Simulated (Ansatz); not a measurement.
# Structure relaxation, GaCuSe2

The start is a randomly generated symmetric cell of GaCuSe2 (space group No. 37). Cell shape, volume and atoms are optimised at zero target pressure with PBEsol (plane waves to 420 eV, PAW, scalar-relativistic; Ansatz, an electronic-structure program). The first steps use a coarse 5×5×4 k-mesh.

The start:
```
CELL_PARAMETERS angstrom
      3.49638    -3.95291     0.00000
      3.49638     3.95291     0.00000
      0.00000     0.00000     6.95790
ATOMIC_POSITIONS crystal
  Cu 0.00000 0.00000 0.29754
  Cu 0.00000 0.00000 0.79754
  Ga 0.00000 0.50000 0.08501
  Ga 0.50000 0.00000 0.58501
  Se 0.00000 0.50000 0.71720
  Se 0.50000 0.00000 0.21720
  Se 0.00000 0.50000 0.48156
  Se 0.50000 0.00000 0.98156
```

### Question
How much energy is released per atom?

### Answer
About 2.6 eV/atom.

### Question
How does the volume change?

### Answer
-13.3 %, from 24.04 to 20.84 Å³/atom.

### Question
How do the shortest distances between atoms change?

### Answer
The closest pairs of elements (up to four, under 3.6 Å), start → end: Se–Se 1.64 → 2.45 Å; Cu–Se 2.70 → 2.39 Å; Ga–Se 2.56 → 3.21 Å; Cu–Ga 3.02 → 3.16 Å.

### Question
What band gap does the relaxed structure have at this level?

### Answer
Zero (metallic).

Final values are on a 11×11×5 k-mesh of the relaxed cell. The start holds a very short contact (Se–Se 1.64 Å). The relaxed cell holds bonded Se–Se pairs (2.45 Å). No spin polarisation in the result.

The run could not lose the symmetry of its start, so the end can be a saddle point.

The relaxed structure here is a generated cell of GaCuSe2: the first start was made by a random draw of sites in a space group, and the end was not matched to a known phase here, so it may be hypothetical. Known forms of GaCuSe2 include space group No. 122.
